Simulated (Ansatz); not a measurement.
The relaxed structure here is a generated cell of Pt: the first start was made by placing the elements on the sites of a structure type, and the end was not matched to a known phase here, so it may be hypothetical. Known forms of Pt include space group No. 225.

A relaxed cell of Pt (Pm-3m (No. 221)), relaxed on a k-mesh at least as fine as the one used below. Level of theory: r2SCAN (plane waves to 500 eV, PAW, scalar-relativistic; Ansatz, a first-principles code). Γ-centred k-mesh 6×12×12 on the run's cell (coarser than for final values), Fermi–Dirac smearing 0.05 eV.

```yaml
crystal:
  lattice:
    - [5.20707, 0.00000, 0.00000]
    - [0.00000, 2.60354, 0.00000]
    - [0.00000, 0.00000, 2.60354]
  atoms:
    - { symbol: Pt, position: [0.00000, 0.00000, 0.00000] }
    - { symbol: Pt, position: [0.50000, 0.00000, 0.00000] }
```

The atoms are displaced by (Å):

| atom | ux | uy | uz |
|---|---|---|---|
| Pt1 | -0.144 | -0.009 | -0.049 |
| Pt2 | -0.128 | -0.164 | 0.000 |

Question: What forces (eV/Å) and pressure result?

Answer: 
```
atom     Fx    Fy     Fz
----  -----  ----  -----
Pt1    0.17  0.00   0.01
Pt2   -0.17  0.00  -0.01
```

Pressure -0.2 GPa.

The undisplaced cell is probably no minimum: from this displacement the run went on to P6/mmm (No. 191), 0.33 eV/atom below it.

No spin polarisation in the result.
